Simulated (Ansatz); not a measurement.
A geometry of InSe away from equilibrium: the start of the relaxation of a relaxed InSe cell stretched uniformly to 150 % of its volume. Method: PBE (plane waves to 420 eV, PAW, scalar-relativistic; Ansatz, a first-principles code). Γ-centred k-mesh 6×6×2 on the run's cell (coarser than for final values), Fermi–Dirac smearing 0.05 eV.

```xyz
8
Lattice="4.6778 0.0000 0.0000 -2.3389 4.0511 0.0000 0.0000 0.0000 21.2717" Properties=species:S:1:pos:R:3 pbc="T T T"
In     0.0000     2.7007    14.3365
In     2.3389     1.3504     3.7007
In     2.3389     1.3504     6.9352
In     0.0000     2.7007    17.5710
Se     0.0000     2.7007     2.2423
Se     2.3389     1.3504    12.8781
Se     2.3389     1.3504    19.0294
Se     0.0000     2.7007     8.3936
```

Problem. Give the Cartesian forces on all atoms (eV/Å).

Solution. 
| atom | Fx | Fy | Fz |
|---|---|---|---|
| In1 | 0.00 | 0.00 | -0.84 |
| In2 | 0.00 | 0.00 | -0.84 |
| In3 | 0.00 | 0.00 | 0.84 |
| In4 | 0.00 | 0.00 | 0.84 |
| Se5 | 0.00 | 0.00 | 1.53 |
| Se6 | 0.00 | 0.00 | 1.53 |
| Se7 | 0.00 | 0.00 | -1.53 |
| Se8 | 0.00 | 0.00 | -1.53 |

Problem. What is the pressure?

Solution. -5.8 GPa, compression positive.

Problem. How far above the relaxed end point is this geometry?

Solution. 0.46 eV/atom; the path ends in P6₃/mmc (No. 194).

No spin polarisation in the result. Without a van der Waals term the distances between weakly bound units are poorly fixed.

The run could not lose the symmetry of its start.

Without dispersion the volume is uncertain too.
